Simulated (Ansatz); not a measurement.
A geometry of Ba(MgAs)2 away from equilibrium: the start of the relaxation of a relaxed Ba(MgAs)2 cell deformed by the Cartesian strain tensor (xx, yy, zz, yz, xz, xy) = (-0.085, 0.016, -0.056, 0.061, -0.003, -0.034). The numbers are results of r2SCAN (plane waves to 500 eV, PAW, scalar-relativistic; Ansatz, a program for electronic structure), not measurements. Γ-centred k-mesh 7×6×3 on the run's cell (coarser than for final values), Fermi–Dirac smearing 0.05 eV.

```xyz
5
Lattice="4.1039 -0.1525 -0.0135 -2.1840 4.0227 0.2456 -0.0233 0.4771 7.3231" Properties=species:S:1:pos:R:3:forces:R:3 pbc="T T T" free_energy=-19550.974 pressure_GPa=11.6
Ba     0.0000     0.0000     0.0000    0.0000    0.0000    0.0000
Mg     1.9992     1.4193     2.8375   -0.5766   -0.5466   -0.0121
Mg    -0.1025     2.9279     4.7178    0.5766    0.5466    0.0121
As     1.9910     1.5855     5.3876   -0.3194   -0.2839    0.2422
As    -0.0944     2.7618     2.1676    0.3194    0.2839   -0.2422
```

Positions in Å, forces in eV/Å, free energy of the cell in eV (comparable only within this code, potentials and settings). Largest force: 0.79 eV/Å, on Mg2, Mg3 (atoms numbered as listed); the geometry lies 0.25 eV/atom above the end of its relaxation.

No spin polarisation in the result.

The run could not lose the symmetry of its start.

The cell that was disturbed is our relaxation of an entry of Materials Project.
